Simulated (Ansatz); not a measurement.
In r²SCAN in the plane-wave PAW code Ansatz, Bi in the fcc (Cu type) structure (Fm-3m) relaxes to a = 5.007 Å. Bi has 12 nearest neighbours from 3.54 Å (cuboctahedral).

Electronic character: metallic (no gap). Gap from r²SCAN with spin–orbit coupling: none (metallic).

An equation-of-state fit gives a bulk modulus of 54.3 GPa. The relaxed-ion elastic constants in GPa are C11 = 41.2, C12 = 60.8, C44 = 1.1.

The start of the workflow was typed in or built on a structure type; neither database checked (COD, Materials Project) lists it. It is not the phase usual at ambient conditions (space group No. 166). The cell was relaxed with r²SCAN under the symmetry of its start. At this level the phase is mechanically unstable. As this level gives no gap, shear constants depend on the k-mesh and smearing (Fermi–Dirac, 0.1 eV here). Spin–orbit coupling is left out wherever it is not named.

Potentials: the later of the program's two PAW sets.
